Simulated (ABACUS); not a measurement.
A self-consistent single point of TiSi2 (P-1, 6 atoms in the cell; from Materials Project mp-2582, changed as shown) with ABACUS.

Computed with PBE, numerical atomic orbitals DZP (confined pseudo-atomic orbitals with Gaussian additions; energy shift 0.003 Ry), PseudoDojo 0.5 standard norm-conserving PBE (tails mended) pseudopotentials run with ABACUS.

The change in words: lattice vector a scaled by 1.01. Reference geometry (Fddd):
```
CELL_PARAMETERS angstrom
      0.00000     4.11752     4.26290
      2.38951     0.00000     4.26290
      2.38951     4.11752     0.00000
ATOMIC_POSITIONS crystal
  Ti 0.50000 0.50000 0.50000
  Ti 0.75000 0.75000 0.75000
  Si 0.83743 0.16257 0.83743
  Si 0.16257 0.83743 0.16257
  Si 0.41257 0.08743 0.41257
  Si 0.08743 0.41257 0.08743
```

Reference input (self-consistent single point, DFT, PBE, numerical atomic orbitals DZP (confined pseudo-atomic orbitals with Gaussian additions; energy shift 0.003 Ry), PseudoDojo 0.5 standard norm-conserving PBE (tails mended) pseudopotentials): basis = DZP numerical atomic orbitals, energy shift 0.003 Ry; KPT = Gamma 8 8 8 0 0 0; basis_type = lcao; dft_functional = PBE; ecutwfc = 100 Ry; smearing_method = gaussian; smearing_sigma = 0.00734986 Ry; potentials = PseudoDojo 0.5 standard norm-conserving PBE (tails mended); symmetry = 1; symmetry_prec = 1e-05; ks_solver = genelpa; scf_nmax = 100. This run's input differs from it in these lines:

```diff
@@ -30,8 +30,8 @@
 LATTICE_CONSTANT
-11.199915
+11.311914
 
 LATTICE_VECTORS
-   0.0000000000    0.6947352425    0.7192655923
-   0.4031744412    0.0000000000    0.7192655923
-   0.4031744412    0.6947352425    0.0000000000
+   0.0000000000    0.6947352267    0.7192656019
+   0.3991826204    0.0000000000    0.7121441603
+   0.3991826204    0.6878566849    0.0000000000
 
@@ -43,4 +43,4 @@
 2
-   4.5155194721    7.7809756640    8.0557134967
-   6.7732792081   11.6714634961   12.0835702450
+   4.5155194721    7.8198804006    8.0959920642
+   6.7732792081   11.7298206009   12.1439880962
 
@@ -49,6 +49,6 @@
 4
-   4.5155194721   13.0320449007    8.0557134967
-   4.5155194721    2.5299064274    8.0557134967
-   2.2577597360    6.4203942594    4.0278567483
-   2.2577597360    1.3605814046    4.0278567483
+   4.5155194721   13.0972048878    8.1231744582
+   4.5155194721    2.5425559135    8.0688096701
+   2.2577597360    6.4524961138    4.0610922055
+   2.2577597360    1.3673842869    4.0348998586
 # file: KPT
```

Log, with long lists cut:

```
 SELF-CONSISTENT
 -------------------------------------------

                  longest orb rcut (Bohr) = 9.2
   longest nonlocal projector rcut (Bohr) = 1.94
                     search radius (Bohr) = 22.3

                          real space grid = [ 72, 60, 60 ]
                                 init_chg = atomic

 LCAO ALGORITHM --------------- ION=   1  ELEC=   1--------------------------------

 Density error is 0.0533698686418
 E_KohnSham     -271.4723915395      -3693.5713746241
 E_Fermi        0.9308299737         12.6645915115

 LCAO ALGORITHM --------------- ION=   1  ELEC=   2--------------------------------

   [... lines left out ...]

   [... 6 blocks of this kind left out ...]

 LCAO ALGORITHM --------------- ION=   1  ELEC=   9--------------------------------

 Density error is 3.8288485286e-07
 E_KohnSham     -271.4784207146      -3693.6534057597
 E_Fermi        0.9222333533         12.5476284908

 LCAO ALGORITHM --------------- ION=   1  ELEC=  10--------------------------------

 Density error is 3.59181226213e-08
 E_KohnSham     -271.4784207146      -3693.6534057597
 E_KS(sigma->0) -271.4780123618      -3693.6478498344
 E_entropy(-TS) -0.0008167057        -0.0111118507
 E_Fermi        0.9222331556         12.5476258005
 charge density convergence is achieved
 final etot is -3693.6534058 eV
 EFERMI = 12.5476258 eV

 STATE ENERGY(eV) AND OCCUPATIONS    NSPIN == 1
   [... 27 lines left out ...]

 TOTAL-FORCE (eV/Angstrom)
                       Ti1        -0.0663358272         0.0595465775         0.0509540763
                       Ti2         0.0663358272        -0.0595465775        -0.0509540763
                       Si1        -0.0321226020        -0.0066268682        -0.0103259242
                       Si2        -0.0200840190         0.0631089588         0.0461211193
                       Si3         0.0321226020         0.0066268682         0.0103259242
                       Si4         0.0200840190        -0.0631089588        -0.0461211193

 TOTAL-STRESS (KBAR)
        21.7364951640        11.2761687414        14.2897453234
        11.2761687414        -0.5736873106        -9.5616374071
        14.2897453234        -9.5616374071        11.3212398913
 TOTAL-PRESSURE: 10.828016 KBAR

 --------------------------------------------
 !FINAL_ETOT_IS -3693.6534057597300489 eV
 --------------------------------------------
```

The run converged in 10 iterations. Against the reference run the free energy is nearly the same (within 1 meV/atom) and the pressure goes from 2.56 to 1.08 GPa.

The atom-centred basis is finite, which shifts total energies, pressures and forces against plane waves. The structure comes from a collection of computed structures, made at another level of theory; the collection holds predicted forms beside known ones.

Cost on one core: about 80 core-seconds (a rough figure).

The atomic orbitals were generated for these runs; they are not ABACUS's published sets and were checked against plane waves on a few crystals only.

“Tails mended”: in these copies of the files the far tail of each local potential was reset to the Coulomb form.
